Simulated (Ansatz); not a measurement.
## Is this Ru2Rh structure stable?

The structure comes from a generated guess, relaxed at this level; another structure or a mixture of phases may lie lower.

Level of theory: DFT PBE, scalar-relativistic, plane waves, PAW in Ansatz. Plane waves to 420 eV, an 18×18×4 mesh through Γ for the 6-atom cell and 0.10 eV Gaussian smearing; no spin polarisation.

```
CELL_PARAMETERS angstrom
2.72414 0.00000 0.00000
-1.36207 2.35917 0.00000
0.00000 0.00000 12.94428
ATOMIC_POSITIONS crystal
Ru 0.33333 0.66667 0.58064
Ru 0.66667 0.33333 0.08064
Ru 0.33333 0.66667 0.91936
Ru 0.66667 0.33333 0.41936
Rh 0.33333 0.66667 0.25000
Rh 0.66667 0.33333 0.75000
```

Energies over the elements count from the elements' standard structures at the same level, with no fitted energy shifts.

Task: These tests were run: energy against the elements; random kick, then relaxation without symmetry; phonons on a 3×3×1 q mesh; elastic tensor. What do they show?

Result:

```
                                         test                         result
                  energy against the elements                   0.00 eV/atom
random kick, then relaxation without symmetry                        returns
                    phonons on a 3×3×1 q mesh  no imaginary mode on the mesh
                               elastic tensor       least eigenvalue 125 GPa
```

It fails none of these tests outright. Other phases of the system weren't compared here, so this isn't yet thermodynamic stability. Undecided within the accuracy: energy against the elements.

The k mesh leaves some 4 meV/atom of noise in the energy of each metallic cell. The kick test ran on a coarse mesh. The run for the phonons used an 18×18×4 k mesh and Fermi–Dirac smearing of 0.15 eV. The run for the elastic tensor used an 18×18×4 k mesh and Fermi–Dirac smearing of 0.15 eV.
